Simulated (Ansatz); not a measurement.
Rb₂VAgS₄:
```cif
data_Ag8Rb16S32V8
_chemical_formula_sum 'Rb16 V8 Ag8 S32'
_space_group_name_H-M_alt 'Fddd :1'
_space_group_IT_number 70
_space_group_name_Hall 'F 2 2 -1d'
_cell_length_a 5.81791
_cell_length_b 13.48920
_cell_length_c 23.31322
_cell_angle_alpha 90.000
_cell_angle_beta 90.000
_cell_angle_gamma 90.000
loop_
_space_group_symop_operation_xyz
  'x, y, z'
  '-x, -y, z'
  'x, -y, -z'
  '-x, y, -z'
  '-x+1/4, -y+1/4, -z+1/4'
  'x+1/4, y+1/4, -z+1/4'
  '-x+1/4, y+1/4, z+1/4'
  'x+1/4, -y+1/4, z+1/4'
  'x, y+1/2, z+1/2'
  '-x, -y+1/2, z+1/2'
  'x, -y+1/2, -z+1/2'
  '-x, y+1/2, -z+1/2'
  '-x+1/4, -y+3/4, -z+3/4'
  'x+1/4, y+3/4, -z+3/4'
  '-x+1/4, y+3/4, z+3/4'
  'x+1/4, -y+3/4, z+3/4'
  'x+1/2, y, z+1/2'
  '-x+1/2, -y, z+1/2'
  'x+1/2, -y, -z+1/2'
  '-x+1/2, y, -z+1/2'
  '-x+3/4, -y+1/4, -z+3/4'
  'x+3/4, y+1/4, -z+3/4'
  '-x+3/4, y+1/4, z+3/4'
  'x+3/4, -y+1/4, z+3/4'
  'x+1/2, y+1/2, z'
  '-x+1/2, -y+1/2, z'
  'x+1/2, -y+1/2, -z'
  '-x+1/2, y+1/2, -z'
  '-x+3/4, -y+3/4, -z+1/4'
  'x+3/4, y+3/4, -z+1/4'
  '-x+3/4, y+3/4, z+1/4'
  'x+3/4, -y+3/4, z+1/4'
loop_
_atom_site_label
_atom_site_type_symbol
_atom_site_symmetry_multiplicity
_atom_site_Wyckoff_symbol
_atom_site_fract_x
_atom_site_fract_y
_atom_site_fract_z
_atom_site_occupancy
Rb1 Rb 16 g 0.00000 0.00000 0.18026 1
V1 V 8 a 0.00000 0.00000 0.00000 1
Ag1 Ag 8 b 0.50000 0.50000 0.50000 1
S1 S 32 h 0.04645 0.15375 0.30480 1
```
(The calculation used a cell of 16 atoms; values per cell refer to that cell.)

This is the r²SCAN-relaxed structure.

Question: All from DFT-r²SCAN in the program Ansatz with PAW potentials, unless another level is named. Estimate the smallest direct gap on the standard path.

Answer: 1.70 eV.

Question: Give the band gap.

Answer: 1.58 eV (indirect).

Question: Predict the conduction-band minimum.

Answer: at Γ.

Question: What about the weight of the conduction-edge state by species (Voronoi cells)?

Answer: V 67 %, S 25 %, Rb 5 %, Ag 2 %.

Question: And the weight of the valence-edge state by species (Voronoi cells)?

Answer: S 76 %, Ag 20 %, Rb 2 %.

The workflow started from a Materials Project entry (that database holds measured and hypothetical structures alike); the Crystallography Open Database files this formula in space group No. 70, but the cells were not matched. Whether it is the stable phase at ambient conditions was not checked. Symmetry was held in the r²SCAN relaxation; its stability against distortions is not shown here. No spin polarisation was allowed. Scalar-relativistic: spin–orbit coupling is off unless named, which matters more the heavier the elements.

Potentials: the later of the program's two PAW sets.
